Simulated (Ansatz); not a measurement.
Relaxation of a relaxed Si2Mo cell shaken by Gaussian noise of σ = 0.08 Å a coordinate; 9 atoms in the cell, which starts as P1 (No. 1), aP9; a = b = 4.575 Å, c = 6.567 Å, α = β = 90.00°, γ = 120.00°. Method: PBEsol (plane waves to 420 eV, PAW, scalar-relativistic; Ansatz, a program for electronic structure). Γ-centred k-mesh 6×6×4 on the run's cell (coarser than for final values), Fermi–Dirac smearing 0.05 eV. This is the first round of the run. 

The optimiser's lines from the output (shortened; P is positive under compression):

```
relax step   1: F+E_penalty+E_count = -18425.65081316 eV  Δ(F+E_penalty+E_count) = +0.000e0 eV  max|allowed force component| = 2.550e0 eV/Å  Δτ_max = 0.0000 Å  P = +3.561 GPa  Ω = 119.018 Å³  (8 SCF iters, dr2 threshold 1.00e-7 eV, accepted)
relax step   2: F+E_penalty+E_count = -18426.39495385 eV  Δ(F+E_penalty+E_count) = -7.441e-1 eV  max|allowed force component| = 2.183e0 eV/Å  Δτ_max = 0.1954 Å  P = +3.099 GPa  Ω = 117.872 Å³  (6 SCF iters, dr2 threshold 9.00e-7 eV, accepted)
relax step   3: F+E_penalty+E_count = -18426.64903042 eV  Δ(F+E_penalty+E_count) = -2.541e-1 eV  max|allowed force component| = 4.339e-2 eV/Å  Δτ_max = 0.0881 Å  P = +0.018 GPa  Ω = 119.023 Å³  (6 SCF iters, dr2 threshold 9.00e-7 eV, accepted)
relax step   4: F+E_penalty+E_count = -18426.64959933 eV  Δ(F+E_penalty+E_count) = -5.689e-4 eV  max|allowed force component| = 8.607e-4 eV/Å  Δτ_max = 0.0039 Å  P = -0.083 GPa  Ω = 119.064 Å³  (6 SCF iters, dr2 threshold 3.96e-7 eV, accepted)
relax step   5: F+E_penalty+E_count = -18426.64961575 eV  Δ(F+E_penalty+E_count) = -1.642e-5 eV  max|allowed force component| = 3.605e-4 eV/Å  Δτ_max = 0.0001 Å  P = -0.006 GPa  Ω = 119.024 Å³  (6 SCF iters, dr2 threshold 2.94e-8 eV, accepted)
relax step   6: F+E_penalty+E_count = -18426.64961575 eV  Δ(F+E_penalty+E_count) = +0.000e0 eV  max|allowed force component| = 3.604e-4 eV/Å  Δτ_max = 0.0000 Å  P = -0.005 GPa  Ω = 119.024 Å³  stress off target by 7.31e-3 GPa  SCF on the basis re-selected at this cell (its energy is not comparable with the rows above)  (10 SCF iters)
```

From the first to the last row the energy changes by -0.11 eV/atom and the volume by 0.0 %. The last row is marked as not comparable with the walk above it, whose basis was carried along; it does compare with step 1, since both stand on a basis selected at the nominal cutoff for their own cell.

Later rounds, restarted from the end of this one on a renewed k-mesh, logged 2 more steps and released under 0.01 eV/atom more. The final structure after all rounds: P6₂22 (No. 180), hP9, AFLOW prototype AB2_hP9_180_d_j (C40, as in CrSi2); a = 4.5748 Å, b = 4.5748 Å, c = 6.5667 Å, α = 90.00°, β = 90.00°, γ = 120.00°. No spin polarisation in the result.

The first start was generated by placing the elements on the sites of a structure type. Materials Project lists a structure of Si2Mo in the same space group, P6₂22 (No. 180); the sites were not compared with it, nor with measured phases. Known forms of Si2Mo include space group No. 139.
